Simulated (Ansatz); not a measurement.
# Conduction electrons in BaHg (Pm-3m)

```
CELL_PARAMETERS angstrom
4.08978 0.00000 0.00000
0.00000 4.08978 0.00000
0.00000 0.00000 4.08978
ATOMIC_POSITIONS crystal
Ba 0.00000 0.00000 0.00000
Hg 0.50000 0.50000 0.50000
```

The conventional cell has a = 4.090 Å, b = 4.090 Å, c = 4.090 Å, α = 90.00°, β = 90.00°, γ = 90.00°. Around Ba (atom 1) lie 8 Hg at 3.54 Å. Around Hg (atom 2) lie 8 Ba at 3.54 Å.

Level of theory, where no other is named: PBEsol, all-electron LAPW in Ansatz 0.2.0, scalar-relativistic. k mesh 10×10×10, fine mesh 16×16×16, Fermi-Dirac smearing of 0.050 eV, basis error target 1 meV/atom. The cell was relaxed by PAW under this functional, which moved its volume by -6 % from the database entry's. This phase needn't be the one found at ambient conditions.

Levels and slopes are solved on a 16×16×16 mesh, and each state is taken as quadratic over its cell.

Question: What is the density of states at the Fermi level, and which bare Sommerfeld coefficient follows?

Answer: N(E_F) = 0.658 states/eV/atom (both spins), so γ = (π²/3) k_B² N(E_F) = 1.55 mJ/(mol-atom K²) without electron-phonon or spin-fluctuation enhancement.

Question: What Drude plasma energy and σ/τ do the band velocities give?

Answer: (ħω_p,α)² = (e²/ε₀VN_k) Σ_nkσ (∂E/∂k_α)² δ(E − E_F) gives ħω_p = (5.17, 5.17, 5.17) eV along x, y, z, and σ/τ = ε₀ω_p² = 5.46×10²⁰ Ω⁻¹m⁻¹s⁻¹ along x. Weighted by the density of states, the mean Fermi speed is 0.709×10⁶ m/s; the surface has an area of 11.1 Å⁻² for each spin direction.

Question: Which bands cross the Fermi level, and what do they carry?

Answer: 

```csv
band,filled part,N (states/eV/cell),speed (10⁶ m/s),5th to 95th percentile,area (Å⁻²),filling
1,0.80,0.764,0.724,0.52 to 1.00,6.6,partly filled
2,0.18,0.498,0.628,0.60 to 0.65,3.74,partly filled
3,0.02,0.0532,1.25,1.20 to 1.29,0.792,nearly empty
```

Question: Map the plane k₃ = 1/2 of the mesh: how many bands lie under the Fermi level at each point, counted from the least on the plane?

Answer: k₁ runs to the right and k₂ upwards, each from −½ to ½ with 0 in the middle (the axes needn't be at right angles):
```
3332220000022233
3322221111122223
2222211111112222
2222211111112222
2221111111111122
0011111111111110
0011111111111110
0011111111111110
0011111111111110
0011111111111110
2221111111111122
2222211111112222
2222211111112222
3322221111122223
3332220000022233
3332220000022233
```

Question: On PAW files the program sums the optical response inside the mesh cells, interband lines and its own Drude term. Where does ε₁ rise through zero (a sharp plasmon if ε₂ is small there), and how much light is reflected?

Answer: 

```json
{
 "Fine mesh": "16, 16, 16",
 "Window top": "20 eV",
 "Line width": "0.25 eV",
 "Drude damping": "0.1 eV",
 "ε₁ rises through zero at x": "3.61, 6.11, 7.79, 8.13, 10 eV",
 "ε₂ there x": "2.04, 1.94, 1.79, 1.48, 0.82",
 "Plasma energy (x, y, z)": "5.087, 5.087, 5.087 eV",
 "Reflectivity at 1 eV, x-polarised": "0.6933",
 "Reflectivity at 2 eV, x-polarised": "0.6216",
 "Reflectivity at 3 eV, x-polarised": "0.5933"
}
```

The plasma energy here is the program's own sum at the run's smearing; it differs from the value above by up to 2 %, through mesh and smearing.

Question: What does PAW give for the same cell?

Answer: N(E_F) = 0.658 states/eV/atom and ħω_p,x = 5.17 eV.

Caveats: no spin-orbit coupling on heavy atoms; filled d bands lie too high at this level, so their transitions start too early; these sums move with the mesh, by several per cent and more for small sheets; frozen-core PAW files fitted under PBE, their cores solved anew for the functional of the run.
